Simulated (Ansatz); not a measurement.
According to r²SCAN in the plane-wave PAW code Ansatz, CdTe in the CsCl type structure (Pm-3m) relaxes to a = 3.769 Å. Cd has 8 nearest neighbours from 3.26 Å (cubic); Te has 8 nearest neighbours from 3.26 Å (cubic). Against the elements it lies at 0.066 eV/atom, with no fitted shifts.

Electronic character: metallic (no gap). Gap from r²SCAN with spin–orbit coupling: none (metallic).

An equation-of-state fit gives a bulk modulus of 497 kbar. The relaxed-ion elastic constants in GPa are C11 = 43.0, C12 = 52.9, C44 = -12.6. Bader charges are Cd +0.56, Te -0.56 e.

The start of the workflow was typed in or built on a structure type; neither database checked (COD, Materials Project) lists it. It is not the phase usual at ambient conditions (space group No. 216). The cell was relaxed with r²SCAN under the symmetry of its start. At this level the phase is mechanically unstable. The volume moved by 17 % from the start of the relaxation. As this level gives no gap, shear constants depend on the k-mesh and smearing (Fermi–Dirac, 0.1 eV here). The references are the lowest solids computed at this level, not always the standard phases. Spin–orbit coupling is left out wherever it is not named.

Potentials: the later of the program's two PAW sets.
